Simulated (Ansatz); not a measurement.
AlN (wurtzite, space group No. 186), DFT-r²SCAN in the program Ansatz with PAW potentials. The conduction-band minimum lies at Γ, with 1 equivalent valley. Second derivatives d²E/dk² of the lowest band at one valley (eV·Å²), along Cartesian directions:

| direction | d²E/dk² |
|---|---|
| [100] | 24.60 |
| [010] | 24.60 |
| [001] | 25.62 |
| [110] | 24.60 |
| [101] | 25.11 |
| [011] | 25.11 |

Find the principal effective masses, the density-of-states mass and the conductivity mass.

Off-diagonal terms follow from H_xy = H[110] − (H_xx + H_yy)/2, and m*/mₑ = 7.620 eV·Å² over each eigenvalue: 0.30, 0.31, 0.31. One valley's DOS mass (m₁m₂m₃)^(1/3) = 0.31, conductivity mass 3/(Σ 1/mᵢ) = 0.31 mₑ.

What effective density of states Nc follows at 300 K for parabolic valleys?

Nc = 2.509e19 × 1 × (0.31)^(3/2) ≈ 4.3e18 cm⁻³.

Space group P6_3mc (wurtzite). Symmetry was held in the r²SCAN relaxation.

Potentials: the later of the program's two PAW sets.

Edges and masses are those of Kohn–Sham bands, whose gap is no quasiparticle gap.
